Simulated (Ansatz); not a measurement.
The relaxed structure here is a generated cell of ZnNi: the first start was made by a random draw of sites in a space group, and the end was not matched to a known phase here, so it may be hypothetical.

A relaxed cell of ZnNi (P6₃/mmc (No. 194)), relaxed on a k-mesh at least as fine as the one used below. Method: PBEsol (plane waves to 420 eV, PAW, scalar-relativistic; Ansatz, a program for electronic structure). Γ-centred k-mesh 14×14×2 on the run's cell (coarser than for final values), Fermi–Dirac smearing 0.05 eV.

```yaml
crystal:
  lattice:
    - [2.59195, 0.00000, 0.00000]
    - [-1.29597, 2.24469, 0.00000]
    - [0.00000, 0.00000, 15.95349]
  atoms:
    - { symbol: Ni, position: [0.33333, 0.66667, 0.12500] }
    - { symbol: Ni, position: [0.33333, 0.66667, 0.62500] }
    - { symbol: Ni, position: [0.66667, 0.33333, 0.37500] }
    - { symbol: Ni, position: [0.66667, 0.33333, 0.87500] }
    - { symbol: Zn, position: [0.00000, 0.00000, 0.25000] }
    - { symbol: Zn, position: [0.00000, 0.00000, 0.75000] }
    - { symbol: Zn, position: [0.00000, 0.00000, 0.00000] }
    - { symbol: Zn, position: [0.00000, 0.00000, 0.50000] }
```

The atoms are displaced by (Å):

```csv
atom,ux,uy,uz
Ni1,-0.048,-0.027,-0.105
Ni2,-0.049,0.023,0.005
Ni3,-0.034,-0.068,0.085
Ni4,-0.005,-0.067,0.201
Zn5,-0.018,0.033,-0.047
Zn6,-0.134,0.041,0.036
Zn7,-0.005,0.053,0.024
Zn8,-0.036,0.024,0.067
```

Q: What forces (eV/Å) and pressure result?

A: 
| atom | Fx | Fy | Fz |
|---|---|---|---|
| Ni1 | 0.09 | 0.23 | 1.08 |
| Ni2 | -0.07 | 0.02 | 0.45 |
| Ni3 | 0.01 | 0.17 | -0.58 |
| Ni4 | -0.10 | 0.31 | -1.75 |
| Zn5 | -0.04 | -0.13 | 0.30 |
| Zn6 | 0.20 | -0.09 | 0.39 |
| Zn7 | -0.08 | -0.41 | 0.37 |
| Zn8 | -0.02 | -0.11 | -0.26 |

Pressure +1.8 GPa.

Q: Estimate the energy cost of the displacement in the harmonic approximation and compare with the calculation.

A: For a harmonic well ΔE = −½ Σ F·u = 0.308 eV a cell, or 38 meV/atom. The calculated energy relative to the undisplaced cell is +0.04 eV/atom, so the harmonic estimate holds well.

No spin polarisation in the result: the starting moments vanished. A magnetic state may lie lower.

The run that gave the undisplaced cell could not lose the symmetry of its start; a randomly shaken copy of 8 atoms returns to this structure.
